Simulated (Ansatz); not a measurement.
# SiO2: is the k mesh converged?

SiO2 in the rutile structure, in a typed cell, not relaxed.

```xyz
6
Lattice="4.2300 0.0000 0.0000 0.0000 4.2300 0.0000 0.0000 0.0000 2.6900" Properties=species:S:1:pos:R:3 pbc="T T T"
Si    0.0000    0.0000    0.0000
Si    2.1150    2.1150    1.3450
O     1.2986    1.2986    0.0000
O     2.9314    2.9314    0.0000
O     3.4136    0.8164    1.3450
O     0.8164    3.4136    1.3450
```

Computed with Ansatz (plane-wave DFT, scalar-relativistic): PBE; all-electron PAW datasets (no frozen core) at 740 eV; k mesh 4×4×6; fixed occupations; no spin. Harmonic phonons by linear response, frequencies in cm⁻¹, imaginary ones marked i; at Γ the three translations are left out and no LO–TO term is added.

Caveats: coarse k mesh.

At 8.02 Å³ an atom it gives top Γ mode (cm⁻¹) 907; lowest Γ mode (cm⁻¹) 221; mean ε∞ 3.51; mean Born charge of Si (e) 3.94.

Q: Repeat on 6×6×9. Do the numbers hold?

A: 
```tsv
k mesh	cutoff (eV)	volume (Å³/atom)	top Γ mode (cm⁻¹)	lowest Γ mode (cm⁻¹)	mean ε∞	mean Born charge of Si (e)
6×6×9	740	8.02	907	221	3.51	3.94
```

Yes: these numbers hold within 1 %, and no mode moves by more than 1 cm⁻¹.
